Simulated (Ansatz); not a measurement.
The calculation used Ansatz 0.2.0, DFT PBE, scalar-relativistic, plane waves, PAW. Cutoff 420 eV, Γ-centred meshes of about 0.25 Å⁻¹ or finer for metals and 0.3 Å⁻¹ for insulators (2π included), Gaussian smearing. No spin polarisation.

A search over trial structures of HfC4 gave this relaxed cell.

```
Hf C
1.0
     4.31686    0.00000    0.00000
     0.00000    4.49314    0.00000
     0.00000    0.00000    5.04001
Hf C
2 8
Direct
  0.50000 0.00000 0.50000
  0.00000 0.00000 0.00000
  0.16632 0.50000 0.75214
  0.33051 0.50000 0.50000
  0.16632 0.50000 0.24786
  0.33229 0.50000 0.00000
  0.83368 0.50000 0.24786
  0.66771 0.50000 0.00000
  0.83368 0.50000 0.75214
  0.66949 0.50000 0.50000
```

Wave vectors count in units of this cell's reciprocal vectors.

Question: Is it a true minimum?

Answer: No. The phonons on a 2×2×1 q mesh of the computed 10-atom cell go imaginary, to 353i cm⁻¹ at q = (-0.50, -0.50, 0.00). (Phonon run: 8×8×6 k mesh, Gaussian smearing of 0.10 eV.) With atoms moved at random and symmetry off, it falls by 128 meV/atom into P2_1/m (No. 11). Conventional cell: a = 4.455 Å, b = 4.216 Å, c = 5.008 Å, β = 104.9°. Hf has 10 C at 2.35–2.65 Å, 2 C at 2.94 Å and 4 Hf at 3.19–3.38 Å; around C on its first site lie 3 C at 1.49–1.50 Å, 2 Hf at 2.45–2.47 Å and 6 C at 2.48–2.54 Å; C on its second site is surrounded by 3 C at 1.48–1.50 Å, 1 Hf at 2.35 Å, 6 C at 2.48–2.54 Å and 2 Hf at 2.54–2.65 Å.

```
Hf C
1.0
     4.45500    0.00000    0.00000
     0.00000    4.21625    0.00000
    -1.28897    0.00000    4.83909
Hf C
2 8
Cartesian
  3.9837 1.0541 1.2331
  -0.8177 3.1622 3.6060
  2.0404 2.4189 1.9095
  1.8598 1.8031 0.5650
  1.3063 2.4131 4.2741
  1.1256 1.7973 2.9296
  1.3063 3.9113 4.2741
  1.1256 0.3108 2.9296
  2.0404 3.9054 1.9095
  1.8598 0.3050 0.5650
```

These runs have no spin–orbit coupling, which can matter for Hf. Phonons of metals hang on the k mesh and the smearing.
